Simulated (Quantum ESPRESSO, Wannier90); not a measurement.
**Wannierisation of BaTiO3 (P4mm)**

```
BaTiO3
1.0
    3.99038     0.00000     0.00000
    0.00000     3.99038     0.00000
    0.00000     0.00000     4.10266
Ba Ti O
1 1 3
Direct
  0.50000   0.50000   0.58254
  0.00000   0.00000   0.10004
  0.00000   0.50000   0.06422
  0.50000   0.00000   0.06422
  0.00000   0.00000   0.54897
```

Structure: Materials Project mp-5986, symmetrised, not relaxed again. COD (Crystallography Open Database) has the formula in 5 space groups, this one among them (matched by group alone). Method: PBEsol plane waves in Quantum ESPRESSO 7.5 (PseudoDojo norm-conserving files, 68 Ry, spinors with spin-orbit coupling), Bloch states on a 6×6×6 mesh through Γ, Wannier90 4.0.1. Density: 8×8×8 mesh, cold smearing 0.01 Ry.

The plane-wave run has 76 bands and 40 electrons a cell. On the energy scale of pw.x, whose zero is arbitrary, the valence-band maximum lies at 10.08 eV.

Isolated groups of bands, relative to the valence-band maximum (bands from 41 on overlap up to the last one computed):

```json
[
 {"bands": "1–2", "from (eV)": "-56.28", "to (eV)": "-56.28", "filling": "filled", "weight on atomic waves": "Ti 3s 96 %"},
 {"bands": "3–4", "from (eV)": "-33.13", "to (eV)": "-33.09", "filling": "filled", "weight on atomic waves": "Ti 3p 98 %"},
 {"bands": "5–8", "from (eV)": "-32.50", "to (eV)": "-32.40", "filling": "filled", "weight on atomic waves": "Ti 3p 98 %"},
 {"bands": "9–10", "from (eV)": "-24.77", "to (eV)": "-24.52", "filling": "filled", "weight on atomic waves": "Ba 5s 94 %"},
 {"bands": "11–16", "from (eV)": "-17.04", "to (eV)": "-15.80", "filling": "filled", "weight on atomic waves": "O 2s 85 %, Ti 3d 5 %, Ti 4s 4 %"},
 {"bands": "17–18", "from (eV)": "-11.87", "to (eV)": "-11.11", "filling": "filled", "weight on atomic waves": "Ba 5p 93 %"},
 {"bands": "19–22", "from (eV)": "-10.22", "to (eV)": "-9.03", "filling": "filled", "weight on atomic waves": "Ba 5p 90 %, O 2p 6 %"},
 {"bands": "23–40", "from (eV)": "-4.54", "to (eV)": "0.00", "filling": "filled", "weight on atomic waves": "O 2p 82 %, Ti 3d 11 %"}
]
```

Input w.win, without the blocks of cell, atoms and k-points (216 lines):

```
num_bands = 54
num_wann = 28
exclude_bands = 1-22
spinors = true
num_iter = 1000
conv_tol = 1.0e-6
conv_window = 4
dis_num_iter = 1000
dis_conv_tol = 1.0e-6
dis_froz_max = 15.39
write_hr = true
write_u_matrices = true
begin projections
f=0.01098,-0.00340,0.09518: d
f=0.01032,0.49291,0.06378: p
f=0.49827,0.01219,0.06647: p
f=-0.00176,0.00195,-0.43911: p
end projections
mp_grid = 6 6 6
```

wannier90.x stops with:
```
dis_windows: More states in the frozen window than target WFs
```
At some k-point more bands lie below dis_froz_max than there are Wannier functions, and every frozen state has to fit into the subspace. Mended as below, all else unchanged, the run goes through (Ω_I = 28.4 Å²) and follows the plane-wave bands to 0.2 meV rms (states up to 2.8 eV relative to the valence-band maximum).
```
dis_froz_max = 13.39
```
